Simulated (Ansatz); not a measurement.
An Ansatz (a first-principles code) run. Input:

Ansatz 0.2 input:
```yaml
crystal:
  lattice:
    - [3.1735710881, 0.0, 0.0]
    - [-1.586785544, 2.748393183, 0.0]
    - [0.0, 0.0, 5.836403524]
  atoms:
    - { symbol: Si, position: [0.3333333333, 0.6666666667, 0.3571273331] }
    - { symbol: Si, position: [0.6666666667, 0.3333333333, 0.8571273331] }
    - { symbol: B, position: [0.3333333333, 0.6666666667, 0.0178626669] }
    - { symbol: B, position: [0.6666666667, 0.3333333333, 0.5178626669] }
kpoints:
  mp_grid: { grid: [15, 15, 7] }
hamiltonian:
  xc: r2scan
  pseudopotentials: { kind: paw }
scf:
  occupations: { method: gaussian, width: 0.05 }
checkpoint: { read: metal.run }
output: { write_density: true, elf: true, volumetric_format: npy }
basis: { fft_grid_basis: typed }
```

Output (shortened):

```
Pseudopotentials: kind: paw
Pseudopotential: Si, paw, valence charge 4
Pseudopotential: B, paw, valence charge 3
Functional definition: r2SCAN
Crystal: 4 atoms, lattice volume = 50.906 Å³
Basis set: ecut = 500 eV, 1299 PW (Γ), exchange–correlation on 96×96×180 points (64 copies of the dense FFT grid, shifted against one another)
Bands: 15, of which v1, the nominal top of the filled ones, is band 7 counted from 1 (6 counted from 0)
Symmetry: 12 space group operations
Space group: P63mc (ITA 186), of the structure as read, at distance tolerance 3.7e-5 Å
k-points: 108 of 1575 (time reversal used)
PAW frozen core: Si, regenerated for the run's functional
PAW frozen core: B, regenerated for the run's functional
Initial density: read from a saved state, or passed on in memory by an earlier SCF of this step, an earlier step, the calling program or the single point that …
Stability of the state it starts from, as read at its close in the unpolarized treatment …
Initial wavefunctions: pseudopotential atomic-orbital guess
Eigensolver: davidson
Functional: x = r2scan, c = r2scan; τ floored in thin density (d = 2e-4 eV/Å³)
iter 1 solved again at ethr=1.06e-7 eV; its pass at ethr=3.10e-3 eV (dr2=1.48e-5 eV) is discarded
SCF iter   1: F=—  HF=-1589.621942 eV  |F-HF|=—  |Δ(HF+E_count)|=         —  Δρ=2.43e-7  dr2=1.88e-11  dr2_τ=7.93e-13  ethr=1.06e-7  ⟨swp⟩=3.0  Hψ=14751  notcnv=0
all-band conjugate gradients solve this SCF's bands
preconditioner: auto → none
SCF iter   2: F=-1589.621942 eV  HF=-1589.621942 eV  |F-HF|=7.96e-12  |Δ(HF+E_count)|=   3.99e-9  Δρ=2.17e-7  dr2=2.42e-11  dr2_τ=8.92e-13  ethr=1.00e-12  ⟨swp⟩=6.1  Hψ=6813  notcnv=0
SCF 1 converged in 2 iterations: F = -1589.621942 eV  dr2 = 2.42e-11
SCF converged after 2 iterations
Free energy (F): -1589.621942 eV
Harris-Foulkes:  -1589.621942 eV  (|F-HF|=7.96e-12)
Internal energy: -1589.619805 eV  (E = F + TS)
E sigma→0 (E₀):  -1589.620873 eV
Entropy (-TS):   -0.002138 eV (-0.534 meV/atom)
Fermi energy:    6.922910 eV
--- Per-component energies (eV) ---
  E_band       = 28.181610
  E_kinetic    = 175.282234
  E_local      = -82.855929  (includes V_loc(G=0)·N_el)
  E_nonlocal   = 73.883007
  E_hartree    = 22.650939
  E_xc         = -164.976544
  E_vxc        = -180.831292  (∫ρ·V_xc dr)
  E_paw        = -1198.918344  (= ΣΔE_a)
  E_vpaw       = -10.416682  (= ΣTr[D̂ρ^β])
  E_aug_tail   = 0.000006  (compensation charges beyond the density's cutoff)
  E_vtau       = 7.818405  (kinetic-family band-sum trace: ∫τ·v_τ [+ j·A + Jᵃ·Aᵃ] dr)
  E_ewald      = -414.495423
  E_core_change = -0.189750  (= ΣΔE_core)
  E_smearing   = -0.002138  (= −TS)
  E_closure    = 0.000000  (closes the sum)
  Σ components = -1589.621942   (vs F -1589.621942, Δ=0.00e0)
  [band-id]    e_kinetic+e_local+e_nonlocal+2·e_hartree+e_vxc+e_vpaw+e_augmentation_tail+e_vtau = 28.181627   (vs E_band 28.181610, Δ=1.69e-5)
--- Band table (eV; the first three rows and the last of 108) ---
  k-point 0: bands = ["-6.1689", "-3.2222", "-0.7555", "7.0789", "8.4202", "8.4202", "9.8980", "9.8980", "11.8334", "13.6604", "13.6604", "14.6184", "16.1036", "16.1036", "17.7134"]
  k-point 1: bands = ["-6.0888", "-3.5891", "-0.2452", "6.4727", "8.4758", "8.4758", "9.7965", "9.7965", "12.3575", "13.7559", "13.7559", "14.6294", "15.9110", "15.9110", "17.6746"]
  k-point 2: bands = ["-5.8499", "-4.2677", "0.8596", "5.1632", "8.6381", "8.6381", "9.5364", "9.5364", "13.3585", "14.0225", "14.0225", "14.6366", "15.4529", "15.4529", "17.6533"]
  k-point 107: bands = ["-0.5722", "-0.5722", "0.6891", "0.6891", "2.6710", "3.1617", "5.7033", "5.7033", "11.7822", "12.0537", "12.0537", "13.3475", "19.1425", "19.1425", "19.6006"]
  band table: 15 of 15 bands, residual norms ≤ 1.0e-3 eV
```

Cost: around 18 core-seconds (rough) on shared cores.

Space group P6_3mc (wurtzite). The workflow started from a Materials Project entry (that database holds measured and hypothetical structures alike); the Crystallography Open Database copy checked does not list it. Its standing as an ambient phase is unchecked. Symmetry was held in the r²SCAN relaxation. At this level the phase is mechanically unstable. Its formation energy is positive at this level, so the cell may be metastable or incomplete.

Potentials: the later of the program's two PAW sets.

Ansatz is a plane-wave DFT program.
